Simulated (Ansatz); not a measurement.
This cell of TiS2 (CdI2 type) is off equilibrium:

```xyz
3
Lattice="3.3311 0.0000 0.0000 -1.6656 2.8849 0.0000 0.0000 0.0000 5.6206" Properties=species:S:1:pos:R:3 pbc="T T T"
Ti     0.0000     0.0000     0.0000
S      0.0000     1.9232     1.4532
S      1.6656     0.9616     4.1674
```

Computed with PBE-D3(BJ) (plane waves to 420 eV, PAW, scalar-relativistic; Ansatz, an electronic-structure program). k mesh 16×16×9 (Γ-centred), Fermi-Dirac smearing 0.05 eV. E stands for the smeared free energy. Stress and pressure are positive under compression. As the atoms are clamped, bonds stretch with the cell, which overstates energies and stresses. With partly filled bands, the response to shear is sensitive to the k mesh, so small differences along c/a are uncertain. At this level the bands of TiS2 touch or barely overlap. The PAW data are Ansatz's earlier set. TiS2 is run without spin polarisation. TiS2 was relaxed with its symmetry unable to fall.

Question: Give the stress tensor in GPa and the pressure.

Answer: 
```
    0.8      0.0      0.0
    0.0      0.8      0.0
    0.0      0.0     -1.7
```
The pressure, a third of the trace, is 0.0 GPa.

Question: It is the relaxed cell deformed to V/V₀ = 1.000, (c/a)/(c/a)₀ = 1.027, c along z, fractional positions held. What is its energy relative to the relaxed cell?

Answer: 3 meV/atom.

(A scan under strain: stresses follow from slopes of the energy per volume, elastic moduli from its curvatures.)
